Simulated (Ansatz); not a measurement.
Ta:
```
CELL_PARAMETERS angstrom
     -1.62636     1.62636     1.62636
      1.62636    -1.62636     1.62636
      1.62636     1.62636    -1.62636
ATOMIC_POSITIONS crystal
  Ta 0.00000 0.00000 0.00000
```

Relaxed with LDA. Special points in fractions of this cell's reciprocal vectors: Γ (0.000, 0.000, 0.000); H (0.500, -0.500, 0.500); N (0.000, 0.000, 0.500); P (0.250, 0.250, 0.250).

Question: List the band energies nearest the Fermi level at these points for plane-wave PAW LDA (Ansatz code).

Answer: In eV from the Fermi level; about four levels below and three above (degenerate sets whole), none deeper than 8.9 eV; … stands for higher levels left out; points with the same levels are listed once.

| k | below | above |
|---|---|---|
| Γ | -8.04 | 0.68 0.68 0.68 |
| H | -4.08 -4.08 | … |
| N | -4.58 -1.71 | 1.93 4.01 … |
| P | -1.23 -1.23 -1.23 | … |

Space group Im-3m (bcc (W type)). The LDA relaxation kept the symmetry of its start. No spin polarisation was allowed. Spin–orbit coupling is left out wherever it is not named.

Potentials: the earlier of the program's two PAW sets. The files were generated under PBE; for other functionals the program regenerates the frozen cores, and for LDA and PBEsol the local potential too.
